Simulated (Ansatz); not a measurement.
The start is a randomly generated symmetric cell of YCl (space group No. 15). The structure is fully relaxed (lattice and positions, P = 0) with PBEsol (plane waves to 420 eV, PAW, scalar-relativistic; Ansatz, a first-principles code). First-step values are on the input's coarse k-mesh.

Ansatz input (later rounds restart from its end on a renewed k-mesh):
Ansatz 0.2 input:
```yaml
crystal:
  lattice:
    - [4.2383872, -2.4879187, 0]
    - [4.2383872, 2.4879187, 0]
    - [-0.4610208, 0, 5.605148]
  atoms:
    - { symbol: Cl, position: [0.5, 0.5, 0] }
    - { symbol: Cl, position: [0.5, 0.5, 0.5] }
    - { symbol: Y, position: [0, 0.5, 0] }
    - { symbol: Y, position: [0.5, 0, 0.5] }
basis: { ecutwfc: 420, ecutrho_ratio: 4, xc_grid: 2, fft_grid_basis: typed }
kpoints: { mp_grid: { grid: [6, 6, 4] } }
hamiltonian:
  xc: pbesol
  dispersion: none
  pseudopotentials: { kind: paw }
scf: { occupations: { method: fermi_dirac, width: 0.05 } }
relax: { f_tol: 0.01, max_steps: 100, cell: { stress_tol: 0.02 } }
output: { forces: true, stress: true }
```

- Initial pressure: +7 GPa (positive: the cell is compressed)
- Outcome: The space group goes from C2/c (No. 15) to Imma (No. 74), with 4 atoms in the primitive cell
- Energy released: 0.64 eV/atom
- Volume change: -21.5 %, from 29.55 to 23.20 Å³/atom
- Shortest distances (start → end): The closest pairs of elements (up to four, under 3.6 Å), start → end: Cl–Y 2.46 → 2.81 Å; Cl–Cl 2.81 → 3.09 Å; Y–Y 3.75 → 3.44 Å
- Band gap at the end: zero (metallic)
- Optimiser moves: 29

It ends as:

```cif
data_Cl4Y4
_chemical_formula_sum 'Cl4 Y4'
_space_group_name_H-M_alt 'Imma'
_space_group_IT_number 74
_space_group_name_Hall '-I 2b 2'
_cell_length_a 6.17376
_cell_length_b 8.74419
_cell_length_c 3.43805
_cell_angle_alpha 90.000
_cell_angle_beta 90.000
_cell_angle_gamma 90.000
loop_
_atom_site_label
_atom_site_type_symbol
_atom_site_symmetry_multiplicity
_atom_site_Wyckoff_symbol
_atom_site_fract_x
_atom_site_fract_y
_atom_site_fract_z
_atom_site_occupancy
Cl1 Cl 4 c 0.25000 0.25000 0.25000 1
Y1 Y 4 a 0.00000 0.00000 0.00000 1
```
(The calculation used a cell of 4 atoms; values per cell refer to that cell.)

Final values are on a 15×15×15 k-mesh of the relaxed cell. No spin polarisation in the result. The d or f electrons are treated with no Hubbard U.

The run could not lose the symmetry of its start: the end is stationary, and may be a saddle point rather than a minimum.

All atoms sit on sites fixed by symmetry, so only the cell could relax.

The relaxed structure here is a generated cell of YCl: the first start was made by a random draw of sites in a space group, and the end was not matched to a known phase here, so it may be hypothetical.
